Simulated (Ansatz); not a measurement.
**Gd (P-3m1): majority and minority states**

The geometry is a structure from the Materials Project, held fixed and not relaxed.

Functional, mesh and filling: PBE, 9×9×3 k mesh, Fermi–Dirac smearing of 0.05 eV. LAPW is all-electron LAPW in Ansatz 0.2.0. Site moments are integrated in spheres about the atoms. DFT+U (Dudarev's form): U = 4.0 eV on Gd f.

The run was typed so:

```yaml
crystal:
  lattice:
    - [3.6555206459, 0.0, 0.0]
    - [-1.827760323, 3.1657737434, 0.0]
    - [0.0, 0.0, 11.77960696]
  atoms:
    - { symbol: Gd, position: [0.0, 0.0, 0.0], spin: 7.0 }
    - { symbol: Gd, position: [0.0, 0.0, 0.5], spin: -7.0 }
    - { symbol: Gd, position: [0.3333333333, 0.6666666667, 0.24808348], spin: 7.0 }
    - { symbol: Gd, position: [0.6666666667, 0.3333333333, 0.75191652], spin: 7.0 }
magnetization:
  spin_polarized: true
kpoints:
  mp_grid: { grid: [9, 9, 3] }
scf:
  occupations: { method: fermi_dirac, width: 0.05 }
hamiltonian:
  xc: pbe
  pseudopotentials: { kind: all_electron, lapw: { basis_error: 0.001 } }
  hubbard: { sites: [{ species: Gd, l: f, u_eff: 4 }] }
output:
  forces: true
  stress: true
  eigenvalues: true
  hubbard: { sites: [{ species: Gd, l: f }] }
  populations: true
  dos: { projected: true, de: 0.1, e_range: [-10, 8] }
```

Command: `ansatz run input.yaml --threads 2 --pin off --max-ram 6144MiB --backend cpu --events-out ev --progress --plain --runs-dir out`

Density of states, smoothed by a Gaussian of 0.15 eV:

```tsv
E − E_F (eV)	majority (states/eV/cell)	minority (states/eV/cell)
-7.00	8.72	5.41
-6.70	0.04	0.04
-6.40	0.00	0.00
-6.10	0.00	0.00
-5.80	0.00	0.00
-5.50	0.00	0.00
-5.20	0.00	0.00
-4.90	0.05	0.00
-4.60	0.16	0.01
-4.30	0.19	0.10
-4.00	0.27	0.17
-3.70	0.36	0.20
-3.40	0.45	0.29
-3.10	0.56	0.38
-2.80	0.78	0.46
-2.50	1.16	0.61
-2.20	1.59	0.89
-1.90	1.93	1.31
-1.60	2.20	1.71
-1.30	2.54	2.13
-1.00	2.48	2.30
-0.70	2.42	2.67
-0.40	3.11	2.13
-0.10	2.91	2.33
0.20	2.93	3.43
0.50	3.73	3.15
0.80	3.82	3.21
1.10	2.95	4.19
1.40	3.19	4.67
1.70	5.36	11.36
2.00	15.14	40.78
2.30	9.73	20.24
2.60	1.97	5.09
2.90	1.90	3.15
3.20	2.34	1.63
3.50	2.37	1.80
3.80	2.14	2.12
```

Problem. What spin moment does the cell carry?

Solution. 15.67 μB. Site moments (μB): Gd1 7.70, Gd2 -7.49, Gd3 7.54, Gd4 7.54.

Löwdin populations of d and f shells (filled inner shells left out):

```
 shell    up  down
Gd1 5d  1.51  0.70
Gd1 4f  7.00  0.01
Gd2 5d  0.83  1.42
Gd2 4f  0.01  7.00
Gd3 5d  1.44  0.80
Gd3 4f  7.00  0.01
Gd4 5d  1.44  0.80
Gd4 4f  7.00  0.01
```

Further occupied bands lie below the window, the nearest with its top at -7.2 eV.

Spin–orbit coupling is left out although heavy atoms are present. With open f shells a run can end in a state that isn't the lowest. These are results for the start and cell typed. The real compound can order otherwise, in a larger cell, or not at all, since semilocal functionals at zero temperature often overstate magnetism.
